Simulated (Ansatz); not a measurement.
SiO₂ in space group P6_322 (No. 182; Si on 4f, O on 6g, O on 2c), r²SCAN (plane waves, PAW; program Ansatz), all energies at zero smearing, with the estimated change up to a 700 eV cutoff added, with one set of potentials and settings (totals compare only within such a set). Cell of 12 atoms (4 Si, 8 O): -7120.271 eV.

```tsv
element	reference phase	E (eV/atom)
Si	Fd-3m, 2 atoms in the cell	-639.0667
O	C2/m, 4 atoms in the cell, spin-polarised	-566.0281
```

Formation energy per atom, worked out: (-7120.271 − 4×(-639.0667) − 8×(-566.0281))/12 = -2.982 eV/atom (-288 kJ per mol of atoms), at 0 K, without zero-point energy or fitted corrections.

The workflow started from a Materials Project entry (that database holds measured and hypothetical structures alike); the Crystallography Open Database copy checked does not list it. It is not the phase usual at ambient conditions (space group No. 92, 152, 154). Symmetry was held in the r²SCAN relaxation; its stability against distortions is not shown here. The references are the lowest solids computed at this level, not always the standard phases (solids in place of the gases).

Potentials: the later of the program's two PAW sets.
